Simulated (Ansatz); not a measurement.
This run works on a generated trial structure, not on a known crystal.

Input and command of a plane-wave DFT calculation in Ansatz:

```yaml
crystal:
  lattice:
    - [3.1726516856, -8.6662086837, 0.0]
    - [3.1726516856, 8.6662086837, 0.0]
    - [0.0, 0.0, 5.9796937297]
  atoms:
    - { symbol: K, position: [0.8765189542, 0.1234810458, 0.5] }
    - { symbol: K, position: [0.1234810458, 0.8765189542, 0.5] }
    - { symbol: K, position: [0.6069571284, 0.3930428716, 0.0] }
    - { symbol: K, position: [0.3930428716, 0.6069571284, 0.0] }
    - { symbol: Te, position: [0.0, 0.0, 0.0] }
    - { symbol: Br, position: [0.6758565359, 0.3241434641, 0.5] }
    - { symbol: Br, position: [0.3241434641, 0.6758565359, 0.5] }
basis:
  ecutwfc: 420
kpoints:
  mp_grid: { grid: [6, 6, 6] }
hamiltonian:
  xc: pbe
scf:
  occupations: { method: gaussian, width: 0.02 }
output:
  forces: true
  stress: true
  eigenvalues: true
relax:
  adjacent_minimum: "off"
  f_tol: 0.01
  max_steps: 30
  cell: { stress_tol: 0.1, fix: [volume] }
```

```bash
ansatz run input.yaml --threads 1 --pin off --max-ram 2560MiB --backend cpu --events-out ev --progress --plain --runs-dir out
```

Processor: Intel(R) Xeon(R) Platinum 8488C (Sapphire Rapids), 1 thread, on a host shared with other jobs.

Q: Estimate time, memory and problem size.

A: About 110 s, peak memory 0.91 GiB. It solves 40 bands at 52 k points (after reduction by symmetry) with about 6445 plane waves, in 20 SCF iterations over 4 ionic steps.
